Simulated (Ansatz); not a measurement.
A relaxed structure of CoSn. Calculation: r2SCAN (plane waves to 500 eV, PAW, scalar-relativistic; Ansatz, a program for electronic structure).

```xyz
6
Lattice="5.2416 0.0000 0.0000 -2.6208 4.5394 0.0000 0.0000 0.0000 4.1879" Properties=species:S:1:pos:R:3 pbc="T T T"
Co     2.6208     0.0000     0.0000
Co     1.3104     2.2697     0.0000
Co    -1.3104     2.2697     0.0000
Sn     0.0000     0.0000     0.0000
Sn     0.0000     3.0263     2.0940
Sn     2.6208     1.5131     2.0940
```

Find the space group and the Wyckoff positions (tolerance 0.01 Å).

Space group P6/mmm (No. 191); a = b = 5.2416 Å, c = 4.1879 Å, α = β = 90.00°, γ = 120.00°

```json
[
 {"atom": "Co", "site": "3f", "symmetry": "mmm", "x": "0.0000", "y": "0.5000", "z": "0.0000"},
 {"atom": "Sn", "site": "1a", "symmetry": "6/mmm", "x": "0.0000", "y": "0.0000", "z": "0.0000"},
 {"atom": "Sn", "site": "2d", "symmetry": "-6m2", "x": "0.3333", "y": "0.6667", "z": "0.5000"}
]
```

This is the AFLOW prototype AB_hP6_191_f_ad (B35, as in CoSn).

Give the shortest distances between elements (the closest pairs, up to four, under 3.6 Å).

Co–Sn 2.58 Å; Co–Co 2.62 Å; Sn–Sn 3.03 Å.

The volume per atom is 16.61 Å³. The band gap is no gap (metallic). The magnetic moment is zero (the starting moments vanished).

No spin polarisation in the result: the starting moments vanished. A magnetic state may lie lower.

The run could not lose the symmetry of its start; a randomly shaken copy of 12 atoms returns to this structure.

All atoms sit on sites fixed by symmetry, so only the cell could relax.
